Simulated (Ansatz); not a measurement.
**Does relaxation matter for the field gradients of Ti₃Al₂NiO?**

Start: a structure deposited in the COD, atoms as given.

Space group Fd-3m:1 (No. 227); a = 11.3797 Å.

| site | Wyckoff | site symmetry | x | y | z |
| --- | --- | --- | --- | --- | --- |
| Ti | 48f | 2.mm | 0.0619 | 0.2500 | 0.7500 |
| Al | 32e | .3m | 0.8337 | 0.8337 | 0.3337 |
| Ni | 16c | .-3m | 0.6250 | 0.6250 | 0.1250 |
| O | 16d | .-3m | 0.1250 | 0.1250 | 0.6250 |

One atom of each set is listed; the run and its k-mesh use a cell of 28 atoms with edges of 8.05, 8.05, 8.05 Å.

Level of theory: DFT, PBE, plane waves and PAW, scalar-relativistic, collinear spin, 420 eV cutoff, Γ-centred 5×5×5 k-points, Fermi–Dirac smearing 0.05 eV (Ansatz 0.2.0). Start moments as typed (μB): 1.5 on each Ni, none on the rest.

The largest force at the start is 0.31 eV/Å. Relaxing the ions at fixed cell moves them by 0.032 Å at most (atom 3, Ti) and 0.022 Å rms.

```tsv
site	moved (Å)	first shell before	first shell after	V_zz before (10²¹ V/m²)	η before
Ti	0.032	2 O at 2.14 Å, angle 141°	2 O at 2.13 Å, angle 142°	-2.07	0.62
Al	0.013	3 Ni at 2.47 Å; also 3 Al at 2.69 Å	3 Ni at 2.46 Å; also 3 Al at 2.67 Å	0.014	0.00
Ni	0.000	6 Al at 2.47 Å	6 Al at 2.46 Å	-2.10	0.00
O	0.000	6 Ti at 2.14 Å	6 Ti at 2.13 Å	-0.93	0.00
```

Problem. How do the gradients change?

Solution. 

| site | V_zz after | η after | change of V_zz |
| --- | --- | --- | --- |
| Ti | -1.91 | 0.72 | +0.16 |
| Al | -0.090 | 0.00 | -0.10 |
| Ni | -2.21 | 0.00 | -0.11 |
| O | -0.57 | 0.00 | +0.36 |

The largest change of V_zz is on O, from -0.93 to -0.57. In per cent, |V_zz| changes by -8 on Ti, +5 on Ni (all sites that start above 2).

With no gap above 0.1 eV, as in a metal, the gradients converge slowly in k; expect changes of a tenth or more on a denser mesh. Semilocal functionals can leave a metal where correlation in the d or f shell opens a gap in the real compound, and that would change the values at and beside Ni and Ti. With these PAW files V_zz is typically within 2 to 3 % of all-electron values, but misses above 10 % occur on Ni. The start moments die out, and the run ends without spin.
